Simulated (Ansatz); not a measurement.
BeSe:
```xyz
4
Lattice="4.5379 0.0000 0.0000 0.0000 4.5379 0.0000 0.0000 0.0000 4.1864" Properties=species:S:1:pos:R:3 pbc="T T T"
Be     2.2689     0.0000     0.1904
Be     0.0000     2.2689     3.9960
Se     0.0000     0.0000     0.0000
Se     2.2689     2.2689     0.0000
```

Relaxed with LDA. Special points in fractions of this cell's reciprocal vectors: Γ (0.000, 0.000, 0.000); X (0.000, 0.500, 0.000); M (0.500, 0.500, 0.000); Z (0.000, 0.000, 0.500); R (0.000, 0.500, 0.500); A (0.500, 0.500, 0.500).

### Question
List the band energies nearest the Fermi level at these points for the program Ansatz at the LDA level (PAW).

### Answer
In eV from the Fermi level; about four levels below and three above (degenerate sets whole), none deeper than 8.9 eV; points with the same levels are listed once.

| k | below | above |
|---|---|---|
| Γ | -1.81 -1.81 -0.54 -0.07 | 1.59 3.93 5.42 |
| X | -4.20 -4.20 -1.69 -1.69 | 3.19 3.19 4.08 4.08 |
| M | -7.00 -7.00 -1.24 -1.24 | 0.35 0.35 2.56 2.56 |
| Z | -1.72 -1.72 -1.09 -0.04 | 2.95 3.45 5.13 5.13 |
| R | -3.97 -3.97 -3.18 -3.18 | 2.91 2.91 3.70 3.70 |
| A | -6.76 -6.76 -2.53 -2.53 | 0.42 0.42 0.45 0.45 |

Space group P4/nmm. The cell is a constructed one: a structure type filled with these elements; neither database checked (COD, Materials Project) lists it. COD files the formula under space group No. 216, so this cell is another polymorph or a model. Its standing as an ambient phase is unchecked. The cell was relaxed with LDA under the symmetry of its start. At this level the phase is dynamically unstable (imaginary phonons). A crystal of weakly bound layers computed without a dispersion correction: the cell and the soft elastic constants depend strongly on that. Spin–orbit coupling is left out wherever it is not named.

Potentials: the later of the program's two PAW sets.
